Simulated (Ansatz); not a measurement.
Yb₃Si₅:
Space group P-62m (No. 189); a = b = 6.4147 Å, c = 4.1335 Å, α = β = 90.00°, γ = 120.00°

```tsv
atom	site	symmetry	x	y	z
Yb	3f	m2m	0.0000	0.6356	0.0000
Si	2d	-6..	0.3333	0.6667	0.5000
Si	3g	m2m	0.7461	0.7461	0.5000
```

Relaxed with PBEsol.

Question: Which orbitals make up the states near the Fermi level in PBEsol in the plane-wave PAW code Ansatz?

Answer: Within 0.5 eV of the Fermi level: Yb 4f 93 %. Projections are on Löwdin-orthogonalised atomic valence shells; empty p or d shells of many metals are not among them.

Question: Tabulate the density of states.

Answer: States/eV per cell of 8 atoms, in 0.25 eV bins, energy from the Fermi level.

```
E (eV)   total   Yb 4f  Si 3p  Yb 5d
------  ------  ------  -----  -----
-7.85     0.95    0.00   0.24   0.21
-7.60     0.47    0.00   0.13   0.10
-7.35     0.49    0.00   0.16   0.12
-7.10     1.74    0.01   0.57   0.38
-6.85     1.78    0.01   0.62   0.37
-6.60     1.62    0.01   0.61   0.29
-6.35     1.51    0.01   0.62   0.25
-6.10     1.60    0.01   0.69   0.30
-5.85     1.30    0.01   0.59   0.24
-5.60     1.43    0.01   0.67   0.27
-5.35     1.87    0.02   0.86   0.35
-5.10     1.96    0.02   0.97   0.34
-4.85     1.75    0.02   0.91   0.31
-4.60     1.61    0.02   0.92   0.27
-4.35     1.72    0.02   1.13   0.27
-4.10     2.64    0.03   1.85   0.40
-3.85     3.24    0.05   2.35   0.46
-3.60     4.22    0.07   3.08   0.60
-3.35     3.99    0.08   2.87   0.61
-3.10     2.31    0.05   1.61   0.35
-2.85     2.30    0.05   1.60   0.37
-2.60     3.14    0.09   1.98   0.59
-2.35     4.03    0.14   2.36   0.85
-2.10     6.15    0.26   3.53   1.51
-1.85     5.90    0.29   3.43   1.52
-1.60     5.03    0.29   2.89   1.44
-1.35     5.72    0.60   2.82   1.80
-1.10     5.86    1.20   2.32   1.90
-0.85     6.82    2.88   1.86   1.73
-0.60    24.45   21.51   1.20   1.31
-0.35   131.92  128.91   1.17   1.38
-0.10    10.71    7.43   1.59   1.37
0.15      3.97    1.45   1.16   1.08
0.40      2.78    0.60   0.89   1.08
0.65      1.62    0.21   0.53   0.68
0.90      2.64    0.25   0.85   1.15
1.15      2.63    0.19   0.82   1.01
1.40      4.33    0.24   1.47   1.73
1.65      3.54    0.14   1.28   1.40
1.90      3.68    0.13   1.37   1.45
2.15      3.95    0.09   1.31   1.62
2.40      3.56    0.07   1.20   1.31
2.65      4.28    0.06   1.23   1.70
2.90      4.90    0.06   1.40   2.12
3.15      5.35    0.05   1.36   2.45
3.40      5.70    0.04   1.26   2.84
3.65      5.97    0.03   1.26   2.94
3.90      5.42    0.02   1.16   2.66
4.15      6.26    0.02   1.33   3.10
4.40      6.43    0.02   1.20   3.29
4.65      6.54    0.02   1.31   3.17
```

The first step of the workflow began from a Materials Project structure, measured or hypothetical; the Crystallography Open Database copy checked does not list it. Its standing as an ambient phase is unchecked. Symmetry was held in the PBEsol relaxation; whether a distortion lowers the energy is not shown. No spin polarisation was allowed. The 4f shell is in the valence. No Hubbard U is applied. Spin–orbit coupling is left out wherever it is not named.

Potentials: the later of the program's two PAW sets.
